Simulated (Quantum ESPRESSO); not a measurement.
Sn2MgAu3Zr2, one run as intended and one with a planted mistake

A calculation, not a measurement. The program is pw.x of Quantum ESPRESSO 7.5 (plane-wave density functional theory). The cell is made up: eight metal atoms on a hexagonal close-packed lattice, with elements, volume, strain and displacements drawn at random and not relaxed, so it may be unstable or far from any real phase. PseudoDojo standard norm-conserving files set the functional (PBE unless stated); there is no spin polarisation or spin-orbit coupling, the Fermi-Dirac width of 0.25 eV means electrons at about 2900 K, and the masses in the input are unused placeholders. The tin pseudopotential is less sure than most, with forces differing by about three percent from a second method on plain tin. Heavy elements are run without spin-orbit coupling, which real alloys of them have. A spin test at this wide smearing found no moment, but such smearing suppresses magnetism that the real alloy may have.

Intended input:

```
&control calculation='scf', pseudo_dir='./dojo.nc.sr.pbe.v0_5.standard.upf', outdir='./o', disk_io='minimal', tprnfor=.true., tstress=.true. /
&system ibrav=0, nat=8, ntyp=4, nbnd=70, ecutwfc=84.00895049, nosym=.true., tot_charge=0,
 occupations='smearing', smearing='fd', degauss=0.0183746611
/
&electrons conv_thr=1.470e-08, electron_maxstep=70, mixing_beta=0.5 /
ATOMIC_SPECIES
Au 1.0 Au.upf
Mg 1.0 Mg.upf
Sn 1.0 Sn.upf
Zr 1.0 Zr.upf
CELL_PARAMETERS angstrom
0.0 5.3643 0.0
3.0971 0.0 5.1875
3.0971 0.0 -5.1875
ATOMIC_POSITIONS angstrom
Sn 0.1736 0.1494 0.0382
Mg 3.3151 0.1182 0.0984
Au 3.248 1.861 -2.6607
Au 2.995 1.6674 2.6914
Zr 1.5736 2.5879 0.1317
Sn 4.5384 2.7088 -0.0745
Zr 1.6116 4.5739 -2.6601
Au 1.4124 4.7343 2.5678
K_POINTS automatic
5 5 5 1 1 1
```

The log is shortened where brackets say so; the opening notice, blank lines, dates and the lines on written files are dropped, and the path of the files is cut. It prints rydbergs, bohrs and kilobars, and counts compression as positive stress. Its total energy is the free energy E - TS of the whole cell.

Log of the intended run:

```
     Program PWSCF v.7.5
     Parallel version (MPI & OpenMP), running on       4 processor cores
     Number of MPI processes:                 4
     Threads/MPI process:                     1
     [start-up lines left out]
     bravais-lattice index     =            0
     lattice parameter (alat)  =      10.1371  a.u.
     unit-cell volume          =    1163.1962 (a.u.)^3
     number of atoms/cell      =            8
     number of atomic types    =            4
     number of electrons       =       119.00
     number of Kohn-Sham states=           70
     kinetic-energy cutoff     =      84.0090  Ry
     charge density cutoff     =     336.0358  Ry
     scf convergence threshold =      1.5E-08
     mixing beta               =       0.5000
     number of iterations used =            8  plain     mixing
     Exchange-correlation= PBE
                           (   1   4   3   4   0   0   0)
     [axes and pseudopotential details left out]
   Cartesian axes
     site n.     atom                  positions (alat units)
         1        Sn     tau(   1) = (   0.0323621   0.0278508   0.0071212  )
         2        Mg     tau(   2) = (   0.6179930   0.0220346   0.0183435  )
         3        Au     tau(   3) = (   0.6054844   0.3469232  -0.4960013  )
         4        Au     tau(   4) = (   0.5583208   0.3108327   0.5017244  )
         5        Zr     tau(   5) = (   0.2933468   0.4824301   0.0245512  )
         6        Sn     tau(   6) = (   0.8460377   0.5049680  -0.0138881  )
         7        Zr     tau(   7) = (   0.3004306   0.8526555  -0.4958895  )
         8        Au     tau(   8) = (   0.2632962   0.8825569   0.4786831  )
     number of k points=    63  Fermi-Dirac smearing, width (Ry)=  0.0184
                       cart. coord. in units 2pi/alat
        k(    1) = (   0.1732040   0.1000000   0.0000000), wk =   0.0320000
        k(    2) = (   0.3464079   0.1000000  -0.1034082), wk =   0.0320000
     [further k points left out]
     Dense  grid:   121029 G-vectors     FFT dimensions: (  60,  72,  72)
     Estimated max dynamical RAM per process >     469.85 MB
     Estimated total dynamical RAM >       1.75 GB
     Initial potential from superposition of free atoms
     starting charge     118.9911, renormalised to     119.0000
     Starting wfcs are   73 randomized atomic wfcs
     total cpu time spent up to now is        6.3 secs
     per-process dynamical memory:   371.9 Mb
     Self-consistent Calculation
     iteration #  1     ecut=    84.01 Ry     beta= 0.50
     Davidson diagonalization with overlap
     ethr =  1.00E-02,  avg # of iterations =  3.5
     total cpu time spent up to now is       19.9 secs
     total energy              =   -1525.11499669 Ry
     estimated scf accuracy    <       1.38019810 Ry
     iteration #  2     ecut=    84.01 Ry     beta= 0.50
     Davidson diagonalization with overlap
     ethr =  1.16E-03,  avg # of iterations =  4.2
     total cpu time spent up to now is       34.6 secs
     total energy              =   -1525.52105145 Ry
     estimated scf accuracy    <       2.84452691 Ry
     [iterations 3 to 10 left out]
     iteration # 11     ecut=    84.01 Ry     beta= 0.50
     Davidson diagonalization with overlap
     ethr =  3.08E-10,  avg # of iterations =  3.4
     total cpu time spent up to now is      152.2 secs
     total energy              =   -1525.85013833 Ry
     estimated scf accuracy    <       0.00000005 Ry
     iteration # 12     ecut=    84.01 Ry     beta= 0.50
     Davidson diagonalization with overlap
     ethr =  3.97E-11,  avg # of iterations =  2.4
     total cpu time spent up to now is      162.7 secs
     End of self-consistent calculation
     [lines on levels left out]
!    total energy              =   -1525.85013834 Ry
     estimated scf accuracy    <          5.2E-09 Ry
     smearing contrib. (-TS)   =      -0.08078059 Ry
     internal energy E=F+TS    =   -1525.76935775 Ry
     The total energy is F=E-TS. E is the sum of the following terms:
     one-electron contribution =    -597.01015957 Ry
     hartree contribution      =     350.33790522 Ry
     xc contribution           =    -300.37907555 Ry
     ewald contribution        =    -978.71802785 Ry
     convergence has been achieved in  12 iterations
     Forces acting on atoms (cartesian axes, Ry/au):
     atom    1 type  3   force =    -0.00331542   -0.05778226   -0.01416434
     atom    2 type  2   force =    -0.02268808   -0.01993508   -0.02144930
     atom    3 type  1   force =    -0.04559535    0.02761348    0.02837132
     atom    4 type  1   force =     0.04070136    0.02341646   -0.00790312
     atom    5 type  4   force =    -0.00250432    0.06411869   -0.01016919
     atom    6 type  3   force =     0.01654540    0.02751619    0.00656085
     atom    7 type  4   force =     0.00128030   -0.01907509    0.02129698
     atom    8 type  1   force =     0.01557611   -0.04587240   -0.00254319
     Total force =     0.138938     Total SCF correction =     0.000387
     Computing stress (Cartesian axis) and pressure
          total   stress  (Ry/bohr**3)                   (kbar)     P=       -7.24
  -0.00005945   0.00002774   0.00010532           -8.75        4.08       15.49
   0.00002774   0.00008565  -0.00009531            4.08       12.60      -14.02
   0.00010532  -0.00009531  -0.00017378           15.49      -14.02      -25.56
     init_run     :      5.97s CPU      6.22s WALL (       1 calls)
     electrons    :    154.48s CPU    156.41s WALL (       1 calls)
     forces       :      1.87s CPU      1.88s WALL (       1 calls)
     stress       :      7.23s CPU      7.38s WALL (       1 calls)
     [timing details left out]
     PWSCF        :   2m49.62s CPU   2m51.99s WALL
     JOB DONE.
```

A second run has one planted mistake: one coordinate of one atom is wrong. The input lines that differ:

```
- Sn 0.1736 0.1494 0.0382
+ Sn 0.1736 0.1494 0.1282
```

Its log:

```
     Program PWSCF v.7.5
     Parallel version (MPI & OpenMP), running on       4 processor cores
     Number of MPI processes:                 4
     Threads/MPI process:                     1
     [start-up lines left out]
     bravais-lattice index     =            0
     lattice parameter (alat)  =      10.1371  a.u.
     unit-cell volume          =    1163.1962 (a.u.)^3
     number of atoms/cell      =            8
     number of atomic types    =            4
     number of electrons       =       119.00
     number of Kohn-Sham states=           70
     kinetic-energy cutoff     =      84.0090  Ry
     charge density cutoff     =     336.0358  Ry
     scf convergence threshold =      1.5E-08
     mixing beta               =       0.5000
     number of iterations used =            8  plain     mixing
     Exchange-correlation= PBE
                           (   1   4   3   4   0   0   0)
     [axes and pseudopotential details left out]
   Cartesian axes
     site n.     atom                  positions (alat units)
         1        Sn     tau(   1) = (   0.0323621   0.0278508   0.0238987  )
         2        Mg     tau(   2) = (   0.6179930   0.0220346   0.0183435  )
         3        Au     tau(   3) = (   0.6054844   0.3469232  -0.4960013  )
         4        Au     tau(   4) = (   0.5583208   0.3108327   0.5017244  )
         5        Zr     tau(   5) = (   0.2933468   0.4824301   0.0245512  )
         6        Sn     tau(   6) = (   0.8460377   0.5049680  -0.0138881  )
         7        Zr     tau(   7) = (   0.3004306   0.8526555  -0.4958895  )
         8        Au     tau(   8) = (   0.2632962   0.8825569   0.4786831  )
     number of k points=    63  Fermi-Dirac smearing, width (Ry)=  0.0184
                       cart. coord. in units 2pi/alat
        k(    1) = (   0.1732040   0.1000000   0.0000000), wk =   0.0320000
        k(    2) = (   0.3464079   0.1000000  -0.1034082), wk =   0.0320000
     [further k points left out]
     Dense  grid:   121029 G-vectors     FFT dimensions: (  60,  72,  72)
     Estimated max dynamical RAM per process >     469.85 MB
     Estimated total dynamical RAM >       1.75 GB
     Initial potential from superposition of free atoms
     starting charge     118.9911, renormalised to     119.0000
     Starting wfcs are   73 randomized atomic wfcs
     total cpu time spent up to now is        6.3 secs
     per-process dynamical memory:   371.9 Mb
     Self-consistent Calculation
     iteration #  1     ecut=    84.01 Ry     beta= 0.50
     Davidson diagonalization with overlap
     ethr =  1.00E-02,  avg # of iterations =  3.4
     total cpu time spent up to now is       20.5 secs
     total energy              =   -1525.10835711 Ry
     estimated scf accuracy    <       1.38641596 Ry
     iteration #  2     ecut=    84.01 Ry     beta= 0.50
     Davidson diagonalization with overlap
     ethr =  1.17E-03,  avg # of iterations =  4.2
     total cpu time spent up to now is       35.9 secs
     total energy              =   -1525.51638932 Ry
     estimated scf accuracy    <       2.85334708 Ry
     [iterations 3 to 10 left out]
     iteration # 11     ecut=    84.01 Ry     beta= 0.50
     Davidson diagonalization with overlap
     ethr =  3.15E-10,  avg # of iterations =  3.3
     total cpu time spent up to now is      150.3 secs
     total energy              =   -1525.84638634 Ry
     estimated scf accuracy    <       0.00000004 Ry
     iteration # 12     ecut=    84.01 Ry     beta= 0.50
     Davidson diagonalization with overlap
     ethr =  3.56E-11,  avg # of iterations =  2.4
     total cpu time spent up to now is      161.4 secs
     End of self-consistent calculation
     [lines on levels left out]
!    total energy              =   -1525.84638635 Ry
     estimated scf accuracy    <          4.3E-09 Ry
     smearing contrib. (-TS)   =      -0.08103833 Ry
     internal energy E=F+TS    =   -1525.76534802 Ry
     The total energy is F=E-TS. E is the sum of the following terms:
     one-electron contribution =    -598.80486507 Ry
     hartree contribution      =     351.22357979 Ry
     xc contribution           =    -300.38819907 Ry
     ewald contribution        =    -977.79586366 Ry
     convergence has been achieved in  12 iterations
     Forces acting on atoms (cartesian axes, Ry/au):
     atom    1 type  3   force =    -0.00349851   -0.05453873   -0.03017610
     atom    2 type  2   force =    -0.02216218   -0.01983962   -0.02155422
     atom    3 type  1   force =    -0.04639002    0.03022487    0.03258242
     atom    4 type  1   force =     0.04119344    0.02118590   -0.00395703
     atom    5 type  4   force =    -0.00136720    0.06355608   -0.01250141
     atom    6 type  3   force =     0.01689385    0.02757900    0.00442561
     atom    7 type  4   force =    -0.00468254   -0.01995259    0.02815423
     atom    8 type  1   force =     0.02001316   -0.04821491    0.00302649
     Total force =     0.144033     Total SCF correction =     0.000356
     Computing stress (Cartesian axis) and pressure
          total   stress  (Ry/bohr**3)                   (kbar)     P=       -4.78
  -0.00004625   0.00003199   0.00010982           -6.80        4.71       16.15
   0.00003199   0.00010041  -0.00010896            4.71       14.77      -16.03
   0.00010982  -0.00010896  -0.00015157           16.15      -16.03      -22.30
     init_run     :      5.97s CPU      6.20s WALL (       1 calls)
     electrons    :    153.29s CPU    155.09s WALL (       1 calls)
     forces       :      1.91s CPU      1.92s WALL (       1 calls)
     stress       :      6.72s CPU      6.84s WALL (       1 calls)
     [timing details left out]
     PWSCF        :   2m48.02s CPU   2m50.20s WALL
     JOB DONE.
```

|  | intended run | run with the mistake |
| --- | --- | --- |
| free energy (eV) | -20760.249 | -20760.198 |
| entropy term -TS, part of it (eV) | -1.099 | -1.103 |
| pressure (GPa) | -0.72 | -0.48 |
| size of the largest force component (eV/Å) | 1.649 | 1.634 |
| largest change of a force component (eV/Å) |  | 0.412 |
| iterations | 12 | 12 |

For scale, a rerun of the intended cell at a higher cutoff and on a denser mesh moved values by no more than 0.003 eV in energy, 0.07 GPa in stress and 0.007 eV/Å in force, and a second program with other atomic files agreed on that cell to 2 % rms in force and 0.5 GPa in pressure.